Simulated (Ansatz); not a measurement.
B6P:
Space group R-3m, hexagonal axes (No. 166); a = 5.9697 Å, b = 5.9697 Å, c = 11.7884 Å, α = 90.00°, β = 90.00°, γ = 120.00°

| atom | site | symmetry | x | y | z |
|---|---|---|---|---|---|
| B | 18h | .m | 0.1554 | 0.3109 | 0.0284 |
| B | 18h | .m | 0.2087 | 0.1043 | 0.1176 |
| P | 6c | 3m | 0.0000 | 0.0000 | 0.4050 |
(The calculation used a cell of 14 atoms; values per cell refer to that cell.)

Relaxed with PBEsol. PBEsol (plane waves, PAW; program Ansatz) gives a gap of 2.39 eV.

Question: What gap does HSE06 give on the same cell (Ansatz, PAW)?

Answer: 3.25 eV, 0.86 eV more. The hybrid was solved on a coarser mesh and at special points; its gap is the smallest among all of these.

| k | v1 PBEsol | c1 PBEsol | v1 HSE06 | c1 HSE06 |
|---|---|---|---|---|
| Γ | -0.02 | 4.32 | ___ | ___ |
| T | -0.08 | 2.97 | ___ | ___ |
| L | -0.03 | 2.39 | -0.22 | 3.25 |
| F | -0.37 | 3.22 | ___ | ___ |
| S0 | -0.35 | 3.24 | -0.53 | 4.13 |
| H0 | -0.79 | 3.53 | ___ | ___ |

Question: Top valence (v1) and lowest conduction level (c1) in eV from each method's valence maximum (which need not be a listed point): supply the withheld HSE06 values.

Answer: 
- H0, v1 HSE06: -0.78
- H0, c1 HSE06: 4.44
- Γ, v1 HSE06: -0.21
- Γ, c1 HSE06: 5.26
- T, v1 HSE06: 0.00
- T, c1 HSE06: 3.92
- F, v1 HSE06: -0.55
- F, c1 HSE06: 4.09

Cost on shared cores: the PBEsol run (SCF on a 6×6×6 mesh, then bands and DOS) about 50 core-seconds (a rough figure), the HSE06 run (SCF on 4×4×4, then a few points) around 3 core-minutes (rough); the tasks are unlike.

The workflow started from a Materials Project entry (that database holds measured and hypothetical structures alike); the Crystallography Open Database copy checked does not list it. Whether it is the stable phase at ambient conditions was not checked. The PBEsol relaxation kept the symmetry of its start; its stability against distortions is not shown here.

Potentials: the later of the program's two PAW sets.
